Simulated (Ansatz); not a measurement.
InP (zinc blende)

```
CELL_PARAMETERS angstrom
      0.00000     5.90731     5.90731
      2.95366     2.95366     5.90731
      2.95366     2.95366     0.00000
ATOMIC_POSITIONS crystal
  P  0.00000 0.75000 0.75000
  P  0.50000 0.75000 0.75000
  In 0.00000 0.00000 0.00000
  In 0.50000 0.00000 0.00000
```

The atoms are displaced by Q × the pattern below (from a DFPT mode at X = (0.5, 0.5, 0.0), largest move 1; Q in Å), at fixed cell. (q is in reciprocal vectors of the primitive cell; the cell shown is doubled to hold the pattern.)

| atom | x | y | z |
|---|---|---|---|
| P1 | 0.000 | 0.000 | -1.000 |
| P2 | 0.000 | 0.000 | 1.000 |

Atoms not listed stay in place.

These are r2SCAN (plane waves to 500 eV, PAW, scalar-relativistic; Ansatz, an electronic-structure program) values and carry that method's errors. k mesh 10×10×10 (Γ-centred), Fermi-Dirac smearing 0.05 eV. E stands for the smeared free energy. InP was relaxed with its symmetry unable to fall. The PAW data are Ansatz's earlier set. ΔE is measured from the undisplaced structure.

| Q (Å) | ΔE (meV/cell) |
|---|---|
| -0.180 | 384 |
| -0.150 | 267 |
| -0.120 | 171 |
| -0.090 | 96 |
| -0.060 | withheld |
| -0.030 | 11 |
| 0.000 | 0 |
| 0.030 | 11 |
| 0.060 | withheld |
| 0.090 | 96 |
| 0.120 | 171 |
| 0.150 | 267 |
| 0.180 | 384 |

### Question
Fit an even polynomial form (powers 2, 4) to the given rows and predict ΔE at Q = -0.060.

### Answer
Least squares on the 11 given rows: ΔE = (11890)·Q² + (-1011)·Q⁴, in meV/cell with Q in Å; root-mean-square residual 0.2 meV/cell. At -0.060 the fit gives 43 meV/cell; the calculation gives 43 meV/cell, the same to the digits shown. The quadratic term alone would give 43 meV/cell.

(A displaced cell: forces are minus the slopes of the energy, force constants its curvatures, and phonons follow from these.)
